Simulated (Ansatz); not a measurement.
**Property card for LaTe₄**

All numbers below come from DFT PBE, scalar-relativistic, plane waves, PAW (Ansatz).

Cutoff 420 eV; k points 8×8×8 on the computed 5-atom cell (Γ-centred); Gaussian smearing, width 0.10 eV; no spin polarisation.

The structure is relaxed at this level of theory with its symmetry kept, and needn't be the ground state of this composition.

```cif
data_structure
_symmetry_space_group_name_H-M 'P 1'
_symmetry_Int_Tables_number 1
_cell_length_a 6.4456
_cell_length_b 6.4456
_cell_length_c 6.4456
_cell_angle_alpha 60.000
_cell_angle_beta 60.000
_cell_angle_gamma 60.000
_cell_volume 189.35
loop_
_atom_site_label
_atom_site_type_symbol
_atom_site_fract_x
_atom_site_fract_y
_atom_site_fract_z
_atom_site_occupancy
La1 La 0.50000 0.50000 0.50000 1
Te1 Te 0.87491 0.37527 0.87491 1
Te2 Te 0.87491 0.87491 0.87491 1
Te3 Te 0.37527 0.87491 0.87491 1
Te4 Te 0.87491 0.87491 0.37527 1
```

| Quantity | Value |
| --- | --- |
| Space group | F-43m (No. 216) |
| Volume per atom | 37.87 Å³ |
| Formation energy from the elements' standard states (uncorrected) | -0.261 eV/atom |
| Kohn–Sham band gap | none (metal) |
| Density of states at the Fermi level | 3.0 states/eV per cell |
| Orbital (Löwdin) character within 0.5 eV of the Fermi level | La 4f 42 %, Te 5p 38 %, La 5d 14 % |
| Bader charge by site (e) | La (1 in the cell) 1.64, Te (4 in the cell) -0.41 |

Spin-orbit coupling is left out, which matters for the bands of heavy elements.

Another cell of LaTe4 relaxed alike, in P4mm, lies 0.32 eV/atom lower, so this cell isn't the stable form at this level.

The cell was found from a structure generator's guess, not taken from experiment. Löwdin shares on free-atom orbitals overweight diffuse shells.
